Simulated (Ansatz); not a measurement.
A geometry of TiPd away from equilibrium: step 17 of the relaxation of a generated cell, TiPd built in the AFLOW prototype AB_hR6_160_3a_3a (as in SiC). The numbers are results of PBEsol (plane waves to 420 eV, PAW, scalar-relativistic; Ansatz, an electronic-structure program), not measurements. Γ-centred k-mesh 11×11×11 on the run's cell (coarser than for final values), Fermi–Dirac smearing 0.05 eV.

```
CELL_PARAMETERS angstrom
      1.70719     0.98565    11.11216
     -1.70719     0.98565    11.11216
      0.00000    -1.97130    11.11216
ATOMIC_POSITIONS crystal
  Pd 0.00648 0.00648 0.00648
  Pd 0.22859 0.22859 0.22859
  Pd 0.78406 0.78406 0.78406
  Ti 0.07691 0.07691 0.07691
  Ti 0.29923 0.29923 0.29923
  Ti 0.85473 0.85473 0.85473
```

### Question
What forces act on the atoms (eV/Å)?

### Answer
| atom | Fx | Fy | Fz |
|---|---|---|---|
| Pd1 | 0.00 | 0.00 | 0.02 |
| Pd2 | 0.00 | 0.00 | 0.03 |
| Pd3 | 0.00 | 0.00 | 0.04 |
| Ti4 | 0.00 | 0.00 | -0.02 |
| Ti5 | 0.00 | 0.00 | -0.04 |
| Ti6 | 0.00 | 0.00 | -0.03 |

### Question
What is the pressure?

### Answer
+8.1 GPa, compression positive.

No spin polarisation in the result.

The run could not lose the symmetry of its start, so the end can be a saddle point.

The end of the path is a generated cell of TiPd: the first start was made by placing the elements on the sites of a structure type, and the end was not matched to a known phase here, so it may be hypothetical.
